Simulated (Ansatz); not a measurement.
**Calculated ¹¹⁹Sn Mössbauer parameters for SnSe**

Cell: a COD entry whose atoms were relaxed with PBE, the cell held.

```cif
data_SnSe
_symmetry_space_group_name_H-M 'Pnma'
_symmetry_Int_Tables_number 62
_cell_length_a 11.4200
_cell_length_b 4.1900
_cell_length_c 4.4600
_cell_angle_alpha 90.000
_cell_angle_beta 90.000
_cell_angle_gamma 90.000
loop_
_atom_site_label
_atom_site_type_symbol
_atom_site_symmetry_multiplicity
_atom_site_Wyckoff_symbol
_atom_site_fract_x
_atom_site_fract_y
_atom_site_fract_z
Sn Sn 4 c 0.1178 0.2500 0.1028
Se Se 4 c 0.3579 0.2500 0.0207
```

One atom of each set is listed.

The numbers come from a DFT calculation in Ansatz (PBE, plane waves and PAW, scalar-relativistic, 420 eV cutoff, Γ-centred 3×7×6 k-points, Fermi–Dirac smearing 0.02 eV).

Isomer shifts (against SnO₂) follow from the electron density at the nucleus, δ = α(ρ − ρ₀), with α = 0.099 mm s⁻¹ a₀³ and ρ₀ = 183191.44 a₀⁻³ from a line fitted to 8 measured compounds at this level of theory (rms miss 0.12 mm/s). ΔE_Q = ½eQV_zz(1 + η²/3)^½ with Q = -0.132 b for the 23.9 keV state.

**Question.** Give the isomer shift and quadrupole splitting of each Sn site.

**Answer.** 

```tsv
site	atoms	first shell	ρ − ρ₀ (a₀⁻³)	δ (mm/s)	ΔE_Q (mm/s)	η
Sn	4	3 Se at 2.77–2.82 Å; also 2 Se at 3.35 Å	33.6	3.32	0.79	0.24
```

The shift of Sn is typical of Sn(II).

Without spin–orbit coupling (the program notes it for Sn) the gradients can shift somewhat, as the gap is small. Shifts outside the range of the fitted compounds (-0.5 to 3.2 mm/s for Sn) are extrapolations.
